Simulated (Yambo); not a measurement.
**Optical response of SiC at -1.5 % isotropic strain**

```
CELL_PARAMETERS angstrom
      0.00000     2.14587     2.14587
      2.14587     0.00000     2.14587
      2.14587     2.14587     0.00000
ATOMIC_POSITIONS crystal
  C  0.00000 0.00000 0.00000
  Si 0.75000 0.75000 0.75000
```

Yambo, TDDFT with the long-range kernel (α = 0.56, from Botti's fit to the run's own RPA ε∞) on PBEsol bands shifted by a G0W0 scissor of 1.21 eV; 16×16×16 mesh, 15 bands, 4 Ry local-field block, 0.2 eV broadening; field along x.

| E (eV) | Im ε | Re ε | Im ε, independent particles |
|---|---|---|---|
| 0.0 | 0.00 | 7.38 | 0.00 |
| 0.5 | 0.02 | 7.41 | 0.01 |
| 1.0 | 0.04 | 7.49 | 0.03 |
| 1.5 | 0.07 | 7.63 | 0.05 |
| 2.0 | 0.10 | 7.83 | 0.06 |
| 2.5 | 0.13 | 8.12 | 0.09 |
| 3.0 | 0.18 | 8.51 | 0.12 |
| 3.5 | 0.25 | 9.05 | 0.15 |
| 4.0 | 0.36 | 9.79 | 0.21 |
| 4.5 | 0.54 | 10.9 | 0.29 |
| 5.0 | 0.91 | 12.6 | 0.45 |
| 5.5 | 2.21 | 15.7 | 0.92 |
| 6.0 | 7.32 | 18.3 | 2.61 |
| 6.5 | 15.5 | 17.6 | 5.21 |
| 7.0 | 20.6 | 11.5 | 8.07 |
| 7.5 | 21.3 | 4.48 | 11.3 |
| 8.0 | 18.7 | -4.11 | 16.5 |
| 8.5 | 9.63 | -6.09 | 15.5 |
| 9.0 | 9.09 | -2.44 | 11.5 |
| 9.5 | 9.85 | -2.83 | 13.2 |
| 10.0 | 6.82 | -4.64 | 11.4 |
| 10.5 | 5.87 | -4.10 | 9.26 |
| 11.0 | 5.19 | -3.82 | 7.95 |
| 11.5 | 4.29 | -3.79 | 6.28 |
| 12.0 | 3.03 | -3.74 | 4.26 |
| 12.5 | 2.39 | -2.87 | 3.18 |
| 13.0 | 2.72 | -2.07 | 3.54 |
| 13.5 | 2.55 | -2.85 | 3.18 |
| 14.0 | 1.76 | -2.34 | 2.14 |
| 14.5 | 1.61 | -1.99 | 1.90 |
| 15.0 | 1.53 | -1.74 | 1.76 |
| 15.5 | 1.43 | -1.57 | 1.62 |
| 16.0 | 1.25 | -1.50 | 1.37 |
| 16.5 | 1.10 | -1.39 | 1.17 |
| 17.0 | 1.01 | -1.21 | 1.03 |
| 17.5 | 0.98 | -1.17 | 0.94 |
| 18.0 | 0.76 | -1.11 | 0.71 |
| 18.5 | 0.63 | -0.97 | 0.60 |
| 19.0 | 0.57 | -0.82 | 0.53 |
| 19.5 | 0.53 | -0.70 | 0.50 |
| 20.0 | 0.50 | -0.65 | 0.46 |

Structure narrower than a few tenths of an eV can come from the finite k mesh. Convergence of the RPA response with its 16×16×16 mesh was not tested. The scissor comes from a G0W0 run whose convergence isn't established. The kernel mimics continuum excitons only.

Geometry strained from the cell relaxed with PBEsol, atoms relaxed again.
